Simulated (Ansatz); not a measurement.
Relaxed TaN (space group P6/mmm):

```xyz
6
Lattice="5.1663 0.0000 0.0000 -2.5832 4.4742 0.0000 0.0000 0.0000 2.8893" Properties=species:S:1:pos:R:3 pbc="T T T"
Ta     0.0000     0.0000     0.0000
Ta     0.0000     2.9828     1.4447
Ta     2.5832     1.4914     1.4447
N      2.5832     0.0000     0.0000
N      1.2916     2.2371     0.0000
N     -1.2916     2.2371     0.0000
```

A phonon eigenvector at Γ is frozen into this cell: atom i moves by Q times the vector below, so Q is the largest atomic displacement, in Å. The cell is held.

| atom | x | y | z |
|---|---|---|---|
| N4 | -1.000 | 0.000 | 0.000 |
| N5 | 0.500 | 0.866 | 0.000 |
| N6 | 0.500 | -0.866 | 0.000 |

Atoms not listed stay in place.

These are LDA (plane waves to 420 eV, PAW, scalar-relativistic; Ansatz, an electronic-structure program) values and carry that method's errors. k mesh 11×11×16 (Γ-centred), Fermi-Dirac smearing 0.05 eV. With partly filled bands, energies and forces of such displacements shift with the k mesh and the smearing. Spin-orbit coupling is left out, though Ta is heavy. TaN is run without spin polarisation. TaN was relaxed with its symmetry unable to fall. This is one of several known forms of TaN; the measured ambient cells at hand have space group No. 189.

At one point of the scan the forces (eV/Å) are:

```tsv
atom	Fx	Fy	Fz
Ta1	0.000	0.000	0.000
Ta2	0.000	0.000	0.000
Ta3	0.000	0.000	0.000
N4	1.713	0.000	0.000
N5	-0.857	-1.484	0.000
N6	-0.857	1.484	0.000
```

Which point is it?
A) Q = -0.220 Å
B) Q = 0.660 Å
C) Q = -0.550 Å
D) Q = -0.440 Å

D, Q = -0.440 Å

(A displaced cell: forces are minus the slopes of the energy, force constants its curvatures, and phonons follow from these.)
